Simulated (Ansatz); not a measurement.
Consider the following.

SiO₂:
```yaml
crystal:
  lattice:
    - [1.33713, -2.31422, 0.00000]
    - [1.33713, 2.31422, 0.00000]
    - [0.00000, 0.00000, 9.73118]
  atoms:
    - { symbol: Si, position: [0.50000, 0.50000, 0.50000] }
    - { symbol: Si, position: [0.00000, 0.00000, 0.00000] }
    - { symbol: O, position: [0.66665, 0.33335, 0.90728] }
    - { symbol: O, position: [0.16665, 0.83335, 0.59272] }
    - { symbol: O, position: [0.33335, 0.66665, 0.09272] }
    - { symbol: O, position: [0.83335, 0.16665, 0.40728] }
```

This is the r²SCAN-relaxed structure.

Task: All from r²SCAN in the plane-wave PAW code Ansatz, unless another level is named. Estimate the HSE06 gap on the r²SCAN cell.

Result: 8.46 eV.

Task: Predict the electron effective mass.

Result: 0.39, 0.39, 0.74 mₑ (principal values).

Task: What about the smallest direct gap on the standard path?

Result: 7.72 eV.

Task: Predict the conduction-band minimum.

Result: at Γ.

Task: What about the weight of the conduction-edge state by species (Voronoi cells)?

Result: O 68 %, Si 32 %.

Task: Give the weight of the valence-edge state by species (Voronoi cells).

Result: O 96 %, Si 4 %.

Space group Cmce. The cell is a constructed one: a structure type filled with these elements; the Crystallography Open Database copy checked does not list it. It is not the phase usual at ambient conditions (space group No. 92, 152, 154). The cell was relaxed with r²SCAN under the symmetry of its start. At this level the phase is mechanically unstable. The volume moved by 35 % from the start of the relaxation.

Potentials: the later of the program's two PAW sets.
